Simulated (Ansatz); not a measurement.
# TiO2 — quadrupolar parameters

The cell is a Materials Project structure (computed, not necessarily an observed phase) whose atoms were relaxed with r2SCAN, the cell held.

```cif
data_TiO2
_symmetry_space_group_name_H-M 'P4_2/mnm'
_symmetry_Int_Tables_number 136
_cell_length_a 4.5998
_cell_length_b 4.5998
_cell_length_c 2.9592
_cell_angle_alpha 90.000
_cell_angle_beta 90.000
_cell_angle_gamma 90.000
loop_
_atom_site_label
_atom_site_type_symbol
_atom_site_symmetry_multiplicity
_atom_site_Wyckoff_symbol
_atom_site_fract_x
_atom_site_fract_y
_atom_site_fract_z
Ti Ti 2 b 0.5000 0.5000 0.0000
O O 4 g 0.6953 0.6953 0.5000
```

One atom of each set is listed.

Level of theory: DFT, r2SCAN, plane waves and PAW, scalar-relativistic, 500 eV cutoff, Γ-centred 7×7×11 k-points, Fermi–Dirac smearing 0.01 eV (Ansatz 0.2.0).

V_zz is the principal component of the electric field gradient with the largest magnitude, η = (V_xx − V_yy)/V_zz and C_Q = eQV_zz/h. ν_Q = 3|C_Q|/[2I(2I − 1)].

⁴⁷Ti: I = 5/2, Q = 302.0 mb; ¹⁷O: I = 5/2, Q = -25.58 mb. Q values from Pyykkö, Mol. Phys. 116, 1328 (2018).

```csv
site,atoms,first shell,C_Q (MHz),η,ν_Q (MHz)
Ti,2,6 O at 1.95–1.98 Å,-16.4,0.29,2.46
O,4,3 Ti at 1.95–1.98 Å,1.62,0.91,0.243
```
